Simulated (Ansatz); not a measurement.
## Two states of Ti2NiGeS4

```
Ni S Ti Ge
1.0
     0.00000    5.32375    0.00000
     5.32375    0.00000    0.00000
     2.66188    2.66188   -5.26318
Ni S Ti Ge
1 4 2 1
Direct
  0.00000 0.00000 0.00000
  0.38700 0.38700 0.73600
  0.61300 0.12300 0.26400
  0.87700 0.87700 0.73600
  0.12300 0.61300 0.26400
  0.75000 0.25000 0.50000
  0.25000 0.75000 0.50000
  0.50000 0.50000 0.00000
```

The numbers come from plane-wave PAW DFT (Ansatz): r2SCAN, with U_eff = 2.55 eV on Ni d, U_eff = 4.02 eV on Ti d (all-electron-ortho-atomic projectors), 500 eV, 5×5×5 Γ-centred k points, fermi-dirac occupations (width 0.1 eV). Nothing was relaxed.

State A: Ni1 up, Ti6 up, Ti7 up (collinear spin). State B: Ni1 down, Ti6 up, Ti7 up (collinear spin).

Problem. Which state is lower, and how do they differ?

Solution. State B is lower by 0.5 meV an atom at zero smearing; in free energy at this smearing B lies -1.9 meV an atom from A. So small a gap isn't resolved on this mesh where a state is a metal.

| state | free energy (meV/atom) | largest moment in a small sphere (μB) | net moment (μB/cell) | gap on mesh (eV) | pressure (GPa) | largest force (eV/Å) |
| --- | --- | --- | --- | --- | --- | --- |
| A | 1.9 | 1.26 | 4.11 | metal | 20.4 | 2.82 |
| B | 0.0 | 1.27 | 2.42 | metal | 20.1 | 2.94 |

Origin: a known structure type with other elements, at an estimated volume, so it need not be a known compound. Caveats: another magnetic order, which this cell may not hold, can open a gap; atoms or cell far from equilibrium; the state breaks the symmetry of the cell.
